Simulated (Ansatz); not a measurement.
A relaxed cell of La2O3 (P-3m1 (No. 164)), relaxed on a k-mesh at least as fine as the one used below. Calculation: r2SCAN (plane waves to 500 eV, PAW, scalar-relativistic; Ansatz, a quantum-chemistry and plane-wave program). Γ-centred k-mesh 7×7×2 on the run's cell (coarser than for final values), Fermi–Dirac smearing 0.05 eV.

```
CELL_PARAMETERS angstrom
      3.93526     0.00000     0.00000
     -1.96763     3.40804     0.00000
      0.00000     0.00000    12.25186
ATOMIC_POSITIONS crystal
  O  0.00000 0.00000 0.00000
  O  0.00000 0.00000 0.50000
  O  0.33333 0.66667 0.32303
  O  0.33333 0.66667 0.82303
  O  0.66667 0.33333 0.17697
  O  0.66667 0.33333 0.67697
  La 0.33333 0.66667 0.12304
  La 0.33333 0.66667 0.62304
  La 0.66667 0.33333 0.37696
  La 0.66667 0.33333 0.87696
```

The atoms are displaced by (Å):

```
atom      ux      uy      uz
----  ------  ------  ------
O1    -0.031  -0.015  -0.036
O2     0.064   0.023  -0.045
O3     0.050  -0.046  -0.084
O4    -0.076   0.000  -0.019
O5    -0.028  -0.133  -0.013
O6     0.072  -0.049  -0.006
La7    0.029   0.029  -0.143
La8   -0.009  -0.053   0.059
La9   -0.116  -0.040   0.020
La10  -0.012  -0.095   0.046
```

Question: What forces (eV/Å) and pressure result?

Answer: 
| atom | Fx | Fy | Fz |
|---|---|---|---|
| O1 | -0.02 | -0.12 | -0.42 |
| O2 | -0.05 | -0.20 | 0.52 |
| O3 | -0.67 | 0.15 | 0.13 |
| O4 | 0.45 | -0.48 | 0.72 |
| O5 | 0.12 | 0.90 | -1.07 |
| O6 | -0.65 | 0.01 | 0.51 |
| La7 | -0.16 | -0.73 | 2.43 |
| La8 | 0.30 | 0.08 | -1.05 |
| La9 | 0.78 | -0.14 | -0.89 |
| La10 | -0.09 | 0.53 | -0.88 |

Pressure 0.0 GPa.

Question: Estimate the energy cost of the displacement in the harmonic approximation and compare with the calculation.

Answer: For a harmonic well ΔE = −½ Σ F·u = 0.453 eV a cell, or 45 meV/atom. The calculated energy relative to the undisplaced cell is +0.047 eV/atom, so the harmonic estimate holds well.

No spin polarisation in the result.

The run that gave the undisplaced cell could not lose the symmetry of its start; a randomly shaken copy of 10 atoms returns to this structure.

The first start was generated by placing the elements on the sites of a structure type. Materials Project lists a structure of La2O3 in the same space group, P-3m1 (No. 164); the sites were not compared with it, nor with measured phases.
